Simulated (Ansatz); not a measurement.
A plane-wave DFT run in Ansatz 0.2.0 (scalar-relativistic PAW potentials unless the input names others): input and command.

```yaml
crystal:
  lattice:
    - [0.40228936, 4.9208034515, 4.9208034515]
    - [5.3230928115, 0.0, 5.3230928115]
    - [5.3230928115, 5.3230928115, 0.0]
  atoms:
    - { symbol: Cs, position: [0.7117641566, 0.7627452811, 0.7627452811] }
    - { symbol: Cs, position: [0.2284247307, 0.2571917564, 0.2571917564] }
    - { symbol: Nb, position: [-0.0199346463, 0.0066448821, 0.0066448821] }
    - { symbol: Au, position: [0.5122873325, 0.4959042225, 0.4959042225] }
    - { symbol: F, position: [0.8192395511, 0.1859441818, 0.2002889998] }
    - { symbol: F, position: [0.2032465911, 0.1648304348, 0.830469447] }
    - { symbol: F, position: [0.2032465911, 0.830469447, 0.8014535271] }
    - { symbol: F, position: [0.2032465911, 0.8014535271, 0.1648304348] }
    - { symbol: F, position: [0.8192395511, 0.2002889998, 0.7945272674] }
    - { symbol: F, position: [0.8192395511, 0.7945272674, 0.1859441818] }
basis:
  ecutwfc: 420
kpoints:
  mp_grid: { grid: [6, 6, 6] }
hamiltonian:
  xc: pbe
scf:
  occupations: { method: gaussian, width: 0.05 }
  conv_thr: 60
  max_iter: 80
output:
  forces: true
  eigenvalues: true
  stress: true
```

```bash
ansatz run input.yaml --threads 2 --pin off --max-ram 3584MiB --backend cpu --events-out ev --progress --plain --runs-dir out
```

Will this input run?

The program refuses it, because of a keyword of another program (scf.conv_thr: not typed → 60). Without that key it is accepted.

Abridged log:
```
Error: YAML parse error: error: line 25 column 3: unknown field `conv_thr`, expected one of max_iter, algorithm, n_extra_bands, self_checks, convergence, lower_state_search, omitted_lower_state_checks, lower_solution_reach, mixing, occupations, eigensolver, initial_density, exx
  --> <input>:25:3
   |
23 | scf:
24 |   occupations: { method: gaussian, width: 0.05 }
25 |   conv_thr: 60
   |   ^ unknown field `conv_thr`, expected one of max_iter, algorithm, n_extra_bands, self_checks, convergence, lower_state_search, omitted_lower_state_checks, lower_solution_reach, mixing, occupations, eigensolver, initial_density, exx
26 |   max_iter: 80
27 | output:
   |
```